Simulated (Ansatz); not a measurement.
C:
```
CELL_PARAMETERS angstrom
      0.00000     3.73706     3.73706
      3.73706     0.00000     3.73706
      3.73706     3.73706     0.00000
ATOMIC_POSITIONS crystal
  C  0.57048 0.28857 0.57048
  C  0.96143 0.67952 0.67952
  C  0.57048 0.57048 0.28857
  C  0.67952 0.96143 0.67952
  C  0.57048 0.57048 0.57048
  C  0.67952 0.67952 0.67952
  C  0.28857 0.57048 0.57048
  C  0.67952 0.67952 0.96143
```

Relaxed with r²SCAN. Special points in fractions of this cell's reciprocal vectors: Γ (0.000, 0.000, 0.000); X (0.500, 0.000, 0.500); U (0.625, 0.250, 0.625); K (0.375, 0.375, 0.750); L (0.500, 0.500, 0.500); W (0.500, 0.250, 0.750).

Q: List the band energies nearest the valence-band maximum at these points for DFT-r²SCAN in the program Ansatz with PAW potentials.

A: In eV from the valence-band maximum; about four levels below and three above (degenerate sets whole), none deeper than 8.9 eV; points with the same levels are listed once.

| k | below | above |
|---|---|---|
| Γ | -6.12 -6.12 0.00 0.00 | 2.48 2.50 2.50 2.50 |
| X | -4.22 -4.22 -3.07 -3.07 | 3.52 3.52 4.44 4.44 |
| U | -4.35 -3.78 -3.65 -2.78 | 3.46 3.75 4.26 |
| L | -5.04 -5.04 -1.89 -1.89 | 2.53 3.00 4.19 4.19 |
| W | -3.96 -3.96 -3.36 -3.36 | 3.79 3.79 4.45 4.45 |

Space group Fd-3m. The start of the workflow was typed in or built on a structure type. Its sites differ from those of the usual phase in this space group: another stacking or structure type. The cell was relaxed with r²SCAN under the symmetry of its start; whether a distortion lowers the energy is not shown.

Potentials: the earlier of the program's two PAW sets.
